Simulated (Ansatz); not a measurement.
AlN:
Space group Pm-3n (No. 223); a = 5.328 Å, b = 5.328 Å, c = 5.328 Å, α = 90.00°, β = 90.00°, γ = 90.00°

```json
[
 {"atom": "Al", "site": "6d", "symmetry": "-4m.2", "x": "0.0000", "y": "0.2500", "z": "0.5000"},
 {"atom": "N", "site": "6c", "symmetry": "-4m.2", "x": "0.0000", "y": "0.5000", "z": "0.2500"}
]
```

Relaxed with r²SCAN. Independent-particle spectrum: no excitons, no local fields, no scissors shift; 0.1 eV broadening; ε₁ of the summed bands alone.

Tabulate the dielectric function from the program Ansatz at the r²SCAN level (PAW).



```csv
E (eV),ε₁ xx,ε₂ xx
0.0,3.58,0.00
0.3,3.59,0.00
0.6,3.60,0.00
0.9,3.61,0.00
1.2,3.63,0.00
1.5,3.67,0.00
1.8,3.71,0.00
2.1,3.76,0.00
2.4,3.82,0.00
2.7,3.90,0.00
3.0,4.05,0.03
3.3,4.11,0.12
3.6,4.18,0.15
3.9,4.29,0.16
4.2,4.45,0.17
4.5,4.72,0.18
4.8,5.31,0.59
5.1,5.09,1.07
5.4,5.08,1.26
5.7,5.07,1.72
6.0,4.92,1.77
6.3,4.43,1.77
6.6,5.04,1.50
6.9,5.39,2.03
7.2,5.12,2.27
7.5,5.92,2.63
7.8,5.69,3.41
8.1,6.57,4.39
8.4,3.93,6.41
8.7,3.23,4.81
9.0,3.19,5.93
9.3,2.24,4.77
9.6,1.35,4.94
9.9,2.09,3.16
10.2,3.31,4.49
10.5,2.47,5.66
10.8,0.96,5.04
11.1,2.54,5.50
11.4,0.06,6.31
11.7,-0.64,5.27
12.0,-0.58,4.85
```

From ε at 5.0 eV (xx: 5.15 + 1.00i), find n, k, the normal reflectivity and the absorption coefficient.

n = 2.28, k = 0.219, R = 16 %, α = 2kE/ħc = 110000 cm⁻¹.

With all bands, ε∞ without local fields is 3.69.

The start of the workflow was typed in or built on a structure type; neither database checked (COD, Materials Project) lists it. It is not the phase usual at ambient conditions (space group No. 186, 216). Symmetry was held in the r²SCAN relaxation; whether a distortion lowers the energy is not shown.

Potentials: the earlier of the program's two PAW sets.
